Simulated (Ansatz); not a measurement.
One crystal and one scan (energy against volume) at two levels, PBE (plane waves to 420 eV, PAW, scalar-relativistic; Ansatz, an electronic-structure program) and r2SCAN (plane waves to 500 eV, PAW, scalar-relativistic; Ansatz), each from its own relaxed cell and on its own mesh. The cell shown is that of PBE.

BN (wurtzite)

```yaml
crystal:
  lattice:
    - [2.55453, 0.00000, 0.00000]
    - [-1.27726, 2.21229, 0.00000]
    - [0.00000, 0.00000, 4.22457]
  atoms:
    - { symbol: B, position: [0.66667, 0.33333, 0.99991] }
    - { symbol: B, position: [0.33333, 0.66667, 0.49991] }
    - { symbol: N, position: [0.66667, 0.33333, 0.62529] }
    - { symbol: N, position: [0.33333, 0.66667, 0.12529] }
```

The volume is varied about the relaxed value V₀ at fixed cell shape. The atoms relax within the cell's symmetry.

The energy includes the smearing's −TS. BN was relaxed with its symmetry unable to fall. With the shape held, the modulus is that of even scaling; a crystal free to change shape is softer. Percentages come from the unrounded values. Both scans cover V/V₀ from 0.940 to 1.060.

Results of PBE:

```
Property                                                                     Result
---------------------------------------------------------------------------  ------
Lattice constant a (Å)                                                        2.555
Lattice constant c (Å)                                                        4.225
Relaxed volume (Å³/atom)                                                       5.97
Band gap of the relaxed cell, no spin-orbit coupling (eV)                      5.23
Pressure at the smallest volume (GPa)                                          25.7
Energy cost of the largest compression (meV/atom)                              27.4
Energy cost of the largest expansion (meV/atom)                                22.7
Bulk modulus at fixed cell shape B₀ (third-order Birch-Murnaghan fit) (GPa)   371.1
Pressure for 5 % compression (fit) (GPa)                                       20.9
```

**Question.** What does r2SCAN give for the same quantities?

**Answer.** 
```csv
quantity,r2SCAN,PBE − r2SCAN
Lattice constant a (Å),2.544,+0.011 (+0.4 %)
Lattice constant c (Å),4.208,+0.017 (+0.4 %)
Relaxed volume (Å³/atom),5.90,+0.07 (+1.2 %)
"Band gap of the relaxed cell, no spin-orbit coupling (eV)",5.75,-0.52 (-9.1 %)
Pressure at the smallest volume (GPa),27.1,-1.4 (-5 %)
Energy cost of the largest compression (meV/atom),28.5,-1.1 (-4 %)
Energy cost of the largest expansion (meV/atom),23.7,-1.0 (-4 %)
Bulk modulus at fixed cell shape B₀ (third-order Birch-Murnaghan fit) (GPa),391.5,-20.4 (-5.2 %)
Pressure for 5 % compression (fit) (GPa),22.1,-1.2 (-5 %)
```

PBE gives the higher value for: lattice constant a; lattice constant c; relaxed volume. PBE gives the lower value for: band gap of the relaxed cell, no spin-orbit coupling; pressure at the smallest volume; energy cost of the largest compression; energy cost of the largest expansion; bulk modulus at fixed cell shape B₀; pressure for 5 % compression. Neither level is exact: the differences show how much the result hangs on the functional.

(Under strain, the slope of the energy per volume gives the stress and its curvature an elastic modulus.)
